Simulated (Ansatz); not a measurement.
Input:

Ta₂InC:
```yaml
crystal:
  lattice:
    - [3.13686, 0.00000, 0.00000]
    - [-1.56843, 2.71660, 0.00000]
    - [0.00000, 0.00000, 14.34077]
  atoms:
    - { symbol: Ta, position: [0.66667, 0.33333, 0.58322] }
    - { symbol: Ta, position: [0.33333, 0.66667, 0.41678] }
    - { symbol: Ta, position: [0.33333, 0.66667, 0.08322] }
    - { symbol: Ta, position: [0.66667, 0.33333, 0.91678] }
    - { symbol: In, position: [0.66667, 0.33333, 0.25000] }
    - { symbol: In, position: [0.33333, 0.66667, 0.75000] }
    - { symbol: C, position: [0.00000, 0.00000, 0.50000] }
    - { symbol: C, position: [0.00000, 0.00000, 0.00000] }
```

This is the PBEsol-relaxed structure.

Question: All from DFT-PBEsol in the program Ansatz with PAW potentials, unless another level is named. Estimate the bulk modulus (Birch–Murnaghan fit).

Answer: 1900 kbar.

Question: What about the highest zone-centre frequency?

Answer: 84.3 meV.

Space group P6_3/mmc. The first step of the workflow began from a Materials Project structure, measured or hypothetical; the Crystallography Open Database copy checked does not list it. Its standing as an ambient phase is unchecked. The PBEsol relaxation kept the symmetry of its start; whether a distortion lowers the energy is not shown. No spin polarisation was allowed. Spin–orbit coupling is left out wherever it is not named.

Potentials: the later of the program's two PAW sets.
